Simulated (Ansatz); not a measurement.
Na: energy along a strain

Na, Im-3m, a = 4.235 Å (as given, not relaxed at this level: -0.3 GPa). Ansatz: PBEsol, PAW, 420 eV, Γ-centred 16×16×16 mesh on 1 atom, Gaussian smearing 0.15 eV; no spin polarisation. Cell vectors (Å): -2.118 2.118 2.118; 2.118 -2.118 2.118; 2.118 2.118 -2.118. The cell is strained by x per cent times the pattern (1 1 0 0 0 0) in the order xx yy zz yz xz xy (engineering shears), with fractional coordinates held. y is the free energy over the start, V0 = 37.978 Å³/atom.

| x (%) | y (meV/atom) |
| --- | --- |
| -6.00 | ? |
| -4.50 | 0.35 |
| -3.00 | -1.51 |
| -1.50 | -1.58 |
| 0.00 | 0.00 |
| 1.50 | 3.08 |
| 3.00 | 7.54 |
| 4.50 | 13.26 |
| 5.25 | 16.54 |
| 6.00 | 20.10 |

Question: Fit y = c1 x + c2 x² + c3 x³ to the other rows, get the stiffness along the pattern, and predict the missing energy.

Answer: Least squares on the rows shown. y = 1.5656 x + 0.33590 x² − 0.0064438 x³. The clamped-ion stiffness p·C·p = 2 × 3.359 eV × 160.2 / 37.978 Å³ = 28 GPa (second derivative at the start, which stands under stress). At x = -6.00 the fit asked for gives 4.09 meV/atom. The run gave 4.19 meV/atom, so the fit is 0.10 meV/atom too low, a small miss on the scale of the series.